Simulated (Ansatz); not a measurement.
PbS (rock salt)

```yaml
crystal:
  lattice:
    - [0.00000, 5.97449, 5.97449]
    - [2.98725, 2.98725, 5.97449]
    - [2.98725, 2.98725, 0.00000]
  atoms:
    - { symbol: S, position: [0.00000, 0.00000, 0.00000] }
    - { symbol: S, position: [0.50000, 0.00000, 0.00000] }
    - { symbol: Pb, position: [0.00000, 0.50000, 0.50000] }
    - { symbol: Pb, position: [0.50000, 0.50000, 0.50000] }
```

The atoms are displaced by Q × the pattern below (from a DFPT mode at X = (0.5, 0.5, 0.0), largest move 1; Q in Å), at fixed cell. It is one choice among 2 degenerate patterns. (q is in reciprocal vectors of the primitive cell; the cell shown is doubled to hold the pattern.)

| atom | x | y | z |
|---|---|---|---|
| S1 | 0.000 | 0.244 | 0.000 |
| S2 | 0.000 | -0.244 | 0.000 |
| Pb3 | 0.000 | 1.000 | 0.000 |
| Pb4 | 0.000 | -1.000 | 0.000 |

The numbers are results of r2SCAN (plane waves to 500 eV, PAW, scalar-relativistic; Ansatz, a program for electronic structure), not measurements. k mesh 10×10×10 (Γ-centred), Fermi-Dirac smearing 0.05 eV. E stands for the smeared free energy. PbS was relaxed with its symmetry unable to fall. Spin-orbit coupling is left out, though Pb is heavy. ΔE is measured from the undisplaced structure.

| Q (Å) | ΔE (meV/cell) |
|---|---|
| -0.180 | 49.3 |
| -0.120 | 18.1 |
| -0.060 | 4.0 |
| 0.000 | 0.0 |
| 0.060 | 4.0 |
| 0.120 | 18.1 |
| 0.180 | 49.3 |

**Question.** Which DFPT wavenumber at X = (0.5, 0.5, 0.0) belongs to this mode?
A) 97 cm⁻¹
B) 37 cm⁻¹
C) 77 cm⁻¹

**Answer.** B, 37 cm⁻¹. The curvature of the scan gives 37 cm⁻¹

(A displaced cell: forces are minus the slopes of the energy, force constants its curvatures, and phonons follow from these.)
